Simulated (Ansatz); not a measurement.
Here is the system:

GeMo:
```
CELL_PARAMETERS angstrom
     -1.71927     1.71927     5.49459
      1.71927    -1.71927     5.49459
      1.71927     1.71927    -5.49459
ATOMIC_POSITIONS crystal
  Mo 0.99512 0.99512 0.00000
  Mo 0.74512 0.24512 0.50000
  Ge 0.42088 0.42088 0.00000
  Ge 0.17088 0.67088 0.50000
```

This is the PBE-relaxed structure.

Q: All from plane-wave PAW PBE (Ansatz code), unless another level is named. Estimate the electronic character.

A: metallic (no gap).

Q: What about the density of states at the Fermi level?

A: 0.19 states/eV per atom (mean over ±0.08 eV).

Q: Predict the formation energy from the elements (no fitted shifts).

A: -0.050 eV/atom.

Space group I4_1md. A made-up cell: these elements were put on the sites of a structure type; neither database checked (COD, Materials Project) lists it. Whether it is the stable phase at ambient conditions was not checked. Symmetry was held in the PBE relaxation; its stability against distortions is not shown here. The run is not spin-polarised. The references are the lowest solids computed at this level, not always the standard phases. Spin–orbit coupling is left out wherever it is not named.

Potentials: the later of the program's two PAW sets.
